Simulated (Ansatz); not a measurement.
**Course of a relaxation: BC₂**

A trial structure of BC₂ was built thus: 3-, 6-connected net, elements by coordination (P4_2/mmc, No. 131). Lengths were set from tabulated atomic sizes, so they are only a guess.

```cif
data_structure
_symmetry_space_group_name_H-M 'P 1'
_symmetry_Int_Tables_number 1
_cell_length_a 2.9978
_cell_length_b 2.9978
_cell_length_c 3.2680
_cell_angle_alpha 90.000
_cell_angle_beta 90.000
_cell_angle_gamma 90.000
_cell_volume 29.37
loop_
_atom_site_label
_atom_site_type_symbol
_atom_site_fract_x
_atom_site_fract_y
_atom_site_fract_z
_atom_site_occupancy
B1 B 0.50000 0.50000 0.75000 1
B2 B 0.50000 0.50000 0.25000 1
C1 C 0.50000 0.00000 0.70730 1
C2 C 0.00000 0.50000 0.79270 1
C3 C 0.00000 0.50000 0.20730 1
C4 C 0.50000 0.00000 0.29270 1
```

Level of theory: Ansatz 0.2.0, DFT PBE, scalar-relativistic, plane waves, PAW. Cutoff 420 eV, Gaussian smearing, Γ-centred meshes. Cell and atoms relax first on a coarse mesh and then on a finer one. In between, the cell is made exact in the group found at 0.06 Å. In metals the finer mesh still leaves noise of several meV/atom or more. The steps can't lower the symmetry of their start. No spin polarisation.

Steps on the 6×6×6 mesh (6 atoms, 31 steps). The free energy counts from the last step; some steps are skipped; the plane-wave basis is renewed at times, which shifts energy and pressure.

```
step  ΔF (meV/atom)  V (Å³/atom)  P (GPa)  largest force component (eV/Å)
   1         2441.3         4.89   172.67                           0.352
   3         1619.5         5.89    65.92                           1.970
   6         1130.1         7.00    14.61                           0.308
   8         1016.2         7.38     3.57                           0.206
  10          947.4         7.45    -1.31                           0.844
  13          912.5         7.49     0.86                           0.482
  15          911.6         7.49    -0.52                           0.025
  17          911.6         7.48    -0.02                           0.002
  19          346.6         7.70    17.72                           0.293
  22          147.5         7.60    14.56                           0.143
  24           56.6         7.71     6.02                           0.154
  26           27.3         7.72    -0.49                           0.063
  29            0.1         7.75     0.25                           0.013
  31            0.0         7.76    -0.13                           0.027
```

The relaxed structure, after a last relaxation on the converged mesh:

```cif
data_structure
_symmetry_space_group_name_H-M 'P4_2/mmc'
_symmetry_Int_Tables_number 131
_cell_length_a 2.6768
_cell_length_b 2.6768
_cell_length_c 6.4830
_cell_angle_alpha 90.000
_cell_angle_beta 90.000
_cell_angle_gamma 90.000
_cell_volume 46.45
loop_
_atom_site_label
_atom_site_type_symbol
_atom_site_symmetry_multiplicity
_atom_site_Wyckoff_symbol
_atom_site_fract_x
_atom_site_fract_y
_atom_site_fract_z
_atom_site_occupancy
B1 B 2 f 0.50000 0.50000 0.75000 1
C1 C 4 i 0.50000 0.00000 0.60406 1
```

The symmetry stays P4_2/mmc (No. 131). The volume per atom grows by 58.2 %, from 4.9 to 7.7 Å³. The shortest distance stays 1.35 Å (C–C). The ratio c/a of the conventional cell changes by a factor of 2.22. The energy falls by about 2.4 eV/atom (the start's value is from the coarse mesh). B has 4 C at 1.64 Å; around C lie 1 C at 1.35 Å and 2 B at 1.64 Å.

For BC₂, the volume per atom is 7.74 Å³, the density is 2.49 g/cm³ and the energy over the elements is +0.60 eV/atom. The gap on the 14×14×6 mesh of the 6-atom cell is 0 eV (a metal).

The zero of energy is the elements' standard structures at the same level; no fitted shifts are applied.

The last run used Gaussian smearing of 0.10 eV. The reference form of C is held partly by dispersion forces, which this level lacks. Symmetry constrained the relaxation, so the result can be a saddle point. In all, the 3 runs took 90 s on 1 thread of Intel(R) Xeon(R) Platinum 8375C CPU @ 2.90GHz (Ice Lake), with other jobs on the host.
